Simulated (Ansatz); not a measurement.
**Relaxing a structure of TiSi2**

The start is a relaxed TiSi2 cell, doubled along one cell vector, shaken by Gaussian noise of σ = 0.08 Å a coordinate. The cell and all atomic positions are relaxed at zero pressure with r2SCAN (plane waves to 500 eV, PAW, scalar-relativistic; Ansatz, a first-principles code). The first steps use a coarse 4×7×7 k-mesh.

The start:
```
TiSi2
1.0
    3.52713   -13.52340     0.00000
    1.76356     6.76170     0.00000
    0.00000     0.00000     3.56562
Si Ti
8 4
Direct
  0.49707   0.10101   0.74603
  0.98537   0.11011   0.74252
  0.03810   0.95636   0.27251
  0.53521   0.94874   0.30108
  0.12703   0.75523   0.73046
  0.62037   0.72701   0.75659
  0.36364   0.22892   0.28573
  0.87514   0.24432   0.22646
  0.29241   0.36040   0.75233
  0.80245   0.39496   0.76636
  0.19567   0.61423   0.26142
  0.70376   0.61243   0.29354
```

| Property | Value |
|---|---|
| Initial pressure | +4 GPa (positive: the cell is compressed) |
| Largest initial force | about 3.1 eV/Å, on Si1 (atoms numbered as listed) |
| Energy released | 0.11 eV/atom |
| Relative to the parent | It returns to the parent structure, Cmcm (No. 63) |
| Shortest distances (start → end) | The closest pairs of elements (up to four, under 3.6 Å), start → end: Si–Si 2.22 → 2.38 Å; Si–Ti 2.39 → 2.58 Å; Ti–Ti 3.27 → 3.31 Å |
| Band gap at the end | no gap (metallic) |
| Optimiser moves | 6 |

The end point of the relaxation:

```cif
data_Si8Ti4
_chemical_formula_sum 'Si8 Ti4'
_space_group_name_H-M_alt 'Cmcm'
_space_group_IT_number 63
_space_group_name_Hall '-C 2c 2'
_cell_length_a 3.52703
_cell_length_b 13.52414
_cell_length_c 3.56562
_cell_angle_alpha 90.000
_cell_angle_beta 90.000
_cell_angle_gamma 90.000
loop_
_atom_site_label
_atom_site_type_symbol
_atom_site_symmetry_multiplicity
_atom_site_Wyckoff_symbol
_atom_site_fract_x
_atom_site_fract_y
_atom_site_fract_z
_atom_site_occupancy
Si1 Si 4 c 0.00000 0.05829 0.75000 1
Si2 Si 4 c 0.00000 0.25030 0.25000 1
Ti1 Ti 4 c 0.00000 0.60322 0.25000 1
```
(The calculation used a cell of 6 atoms; values per cell refer to that cell.)

Final values are on a 14×14×13 k-mesh of the relaxed cell. No spin polarisation in the result.
